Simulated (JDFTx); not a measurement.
```yaml
surface: Te(1 0 -1 0)
bulk: Te, P3_121, lattice of mp-19 (not re-optimised)
slab: 12 atoms in 12 planes, 1x1, 14.0 Å between the outermost planes
in-plane cell: 4.601 × 5.900 Å, 27.15 Å²
cell_height: 30.0 Å
sampling: 4×4×1 k mesh, Fermi smearing 0.003 Ha, no spin polarisation
```

Method: PBE, GBRV ultrasoft potentials, plane waves to 20/100 Ha, in a modified build of JDFTx. Vacuum. The outer atoms relax from bulk positions, keeping the cell's symmetry; the lattice is not PBE's own optimum in this code, and that strain can shift the moves by a few hundredths of an ångström. Input:

```
lattice \
  8.6952913035 0.0000000000 0.0000000000 \
  0.0000000000 11.1494975189 0.0000000000 \
  0.0000000000 0.0000000000 56.6917837388
coords-type Lattice
ion Te 0.3783500000 0.0000000000 -0.2333416410 1
ion Te 0.9933000000 0.3333333330 -0.1992443000 1
ion Te 0.3783500000 0.6666666670 -0.1651469590 1
ion Te 0.8783500000 0.0000000000 -0.1005121080 0
ion Te 0.4933000000 0.3333333330 -0.0664147670 0
ion Te 0.8783500000 0.6666666670 -0.0323174250 0
ion Te 0.3783500000 0.0000000000 0.0323174250 0
ion Te 0.9933000000 0.3333333330 0.0664147670 0
ion Te 0.3783500000 0.6666666670 0.1005121080 0
ion Te 0.8783500000 0.0000000000 0.1651469590 1
ion Te 0.4933000000 0.3333333330 0.1992443000 1
ion Te 0.8783500000 0.6666666670 0.2333416410 1
ion-species pseudo/te_pbe_v1.upf
elec-cutoff 20 100
elec-ex-corr gga-PBE
coulomb-interaction Slab 001
coulomb-truncation-embed 0 0 0
kpoint-folding 4 4 1
elec-smearing Fermi 0.003
lcao-params 10
elec-n-bands 43
converge-empty-states yes
electronic-scf nIterations 100 energyDiffThreshold 1e-07
ionic-minimize nIterations 10 energyDiffThreshold 1e-5 knormThreshold 4e-4
dump-name vac.$VAR
dump End State Ecomponents EigStats BandEigs Forces ElecDensity IonicPositions Fillings Kpoints Dtot
```

### Question
How far do the free atoms of the upper face move along the normal, and how much energy is released?

### Answer
Te (atom 12) -0.15 Å, Te (atom 11) -0.10 Å, Te (atom 10) -0.14 Å (positive: outward). The free energy falls by 0.041 eV per cell, 12 mJ/m².
